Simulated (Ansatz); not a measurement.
**BN (P6_3mc), zone-centre modes**

Theory: DFT r2SCAN, scalar-relativistic, plane waves, PAW in Ansatz. The runs took a 500 eV cutoff, a Γ-centred 12×12×6 mesh and Gaussian smearing (0.05 eV). No spin polarisation.

The undisturbed cell (as given, not relaxed at this level; this wurtzite form isn't the usual structure):

```
B N
1.0
     2.55394    0.00000    0.00000
    -1.27697    2.21178    0.00000
     0.00000    0.00000    4.22685
B N
2 2
Direct
  0.66667 0.33333 0.99972
  0.33333 0.66667 0.49972
  0.66667 0.33333 0.62528
  0.33333 0.66667 0.12528
```

Harmonic modes by finite displacements of 0.02 Å, without the LO–TO term.

(1) At this geometry, is the structure stable against these modes?

(2) List the wavenumbers in cm⁻¹.

## Answers

(1) Yes: no mode is imaginary beyond 10 cm⁻¹, and only the three translations lie near zero.

(2) 0, 0, 0, 486, 486, 934, 934, 956, 1008, 1041, 1041, 1137.

Cost: 1 run of about 0.34 core-minutes, on AMD EPYC 9R45 (Zen 5) (shared hosts).